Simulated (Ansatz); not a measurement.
Mg2Sn (fluorite or antifluorite type, Fm-3m) under volume change, DFT-LDA in the program Ansatz with PAW potentials, scaled uniformly.

| V (Å³/atom) | E − E(relaxed) (meV/atom) | P (GPa) |
|---|---|---|
| 22.437 | 34.2 | 5.37 |
| 23.177 | 14.4 | 3.29 |
| 23.917 | 3.4 | 1.52 |
| 24.656 | 0.0 | 0.00 |
| 25.396 | 3.1 | -1.30 |
| 26.136 | 11.7 | -2.40 |
| 26.875 | 25.0 | -3.35 |

Question: What does a third-order Birch–Murnaghan fit give for V₀, B₀ and B′?

Answer: V₀ = 24.66 Å³/atom, B₀ = 46.6 GPa, B′ = 4.2.

The cell was relaxed with LDA under the symmetry of its start; of distortions, only those at the zone centre were tested. The volume moved by -16 % from the start of the relaxation. Scalar-relativistic: spin–orbit coupling is off unless named, which matters more the heavier the elements.

Potentials: the later of the program's two PAW sets.
